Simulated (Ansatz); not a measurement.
Quadrupolar parameters in KZnF3

The cell is a structure deposited in the COD whose atoms were relaxed with PBE, the cell held.

```
CELL_PARAMETERS angstrom
4.05000 0.00000 0.00000
0.00000 4.05000 0.00000
0.00000 0.00000 4.05000
ATOMIC_POSITIONS crystal
K 0.00000 0.00000 0.00000
Zn 0.50000 0.50000 0.50000
F 0.50000 0.50000 0.00000
F 0.00000 0.50000 0.50000
F 0.50000 0.00000 0.50000
```

Atom numbers follow the list; atoms alike are taken as one site, whose name carries the number of the first.

Computed with Ansatz: DFT, r2SCAN, plane waves and PAW, scalar-relativistic, 500 eV cutoff, Γ-centred 6×6×6 k-points, Fermi–Dirac smearing 0.02 eV.

Conventions: |V_zz| ≥ |V_yy| ≥ |V_xx|, η = (V_xx − V_yy)/V_zz, C_Q = eQV_zz/h.

⁴¹K: I = 3/2, Q = 73.40 mb; 67Zn: I = 5/2, Q = 122.0 mb. Quadrupole moments are those of Pyykkö's year-2017 table.

```json
{"site": "K", "atoms (order as listed)": "1", "first shell": "12 F at 2.86 Å", "V_xx, V_yy, V_zz (10²¹ V/m²)": "0.00, 0.00, 0.00", "η": "–", "C_Q (MHz)": "0"}
{"site": "Zn", "atoms (order as listed)": "2", "first shell": "6 F at 2.02 Å", "V_xx, V_yy, V_zz (10²¹ V/m²)": "0.00, 0.00, 0.00", "η": "–", "C_Q (MHz)": "0"}
{"site": "F", "atoms (order as listed)": "3, 4, 5", "first shell": "2 Zn at 2.02 Å, angle 180°; also 4 K at 2.86 Å", "V_xx, V_yy, V_zz (10²¹ V/m²)": "-4.65, -4.65, 9.31", "η": "0.00", "C_Q (MHz)": "–"}
```

An axis of threefold or higher order runs through F, so V_zz lies along it and η is zero. K and Zn sit on a cubic site, where every gradient vanishes.

F has no stable isotope with a ground-state quadrupole moment in the table, so no C_Q is given.
